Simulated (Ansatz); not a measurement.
Ni₇Ge₄ in space group Imm2 (No. 44; Pearson symbol oI22) under volume change, DFT-PBEsol in the program Ansatz with PAW potentials, shape and atoms relaxed at each volume.

```
V (Å³/atom)  E − E(relaxed) (meV/atom)     P (GPa)
-----------  -------------------------  ----------
10.854                            67.3       22.05
11.212                            28.0       13.35
11.570                      (withheld)  (withheld)
11.927                             0.0        0.00
12.285                      (withheld)  (withheld)
12.643                            21.8       -9.12
13.001                            45.9      -12.39
```

Task: Complete the blanks.

Result: 
- 12.285, E − E(relaxed) (meV/atom): 5.8
- 12.285, P (GPa): -5.03
- 11.570, E − E(relaxed) (meV/atom): 6.6
- 11.570, P (GPa): 6.07

Task: What does a third-order Birch–Murnaghan fit give for V₀, B₀ and B′?

Result: V₀ = 11.93 Å³/atom, B₀ = 182 GPa, B′ = 5.3.

The workflow started from a Materials Project entry (that database holds measured and hypothetical structures alike); the Crystallography Open Database copy checked does not list it. Whether it is the stable phase at ambient conditions was not checked. The cell was relaxed with PBEsol under the symmetry of its start; its stability against distortions is not shown here. The run is not spin-polarised.

Potentials: the later of the program's two PAW sets.
